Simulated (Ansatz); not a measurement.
SnO$_{2}$:
```
SnO2
1.0
    4.75966     0.00000     0.00000
    0.00000     4.76021     0.00000
    0.00000     0.00000     3.20077
Sn O
2 4
Direct
  0.50000   0.50000   0.50000
  0.00000   0.00000   0.00000
  0.30579   0.30602   0.00000
  0.69421   0.69398   0.00000
  0.80579   0.19398   0.50000
  0.19421   0.80602   0.50000
```

Relaxed with r²SCAN. r²SCAN (plane waves, PAW; program Ansatz) gives a gap of 1.77 eV.

What gap does HSE06 give on the same cell (Ansatz, PAW)?

2.84 eV, 1.07 eV more. The hybrid was solved on a coarser mesh and at special points; its gap is the smallest among all of these.

Cost on shared cores: the r²SCAN run (SCF on a 6×6×9 mesh, then bands and DOS) around 80 core-seconds (rough), the HSE06 run (SCF on 4×4×5, then a few points) about 100 core-seconds (a rough figure); the tasks are unlike.

Space group P4_2/mnm (rutile). Symmetry was held in the r²SCAN relaxation. Scalar-relativistic: spin–orbit coupling is off unless named, which matters more the heavier the elements.

Potentials: the later of the program's two PAW sets.
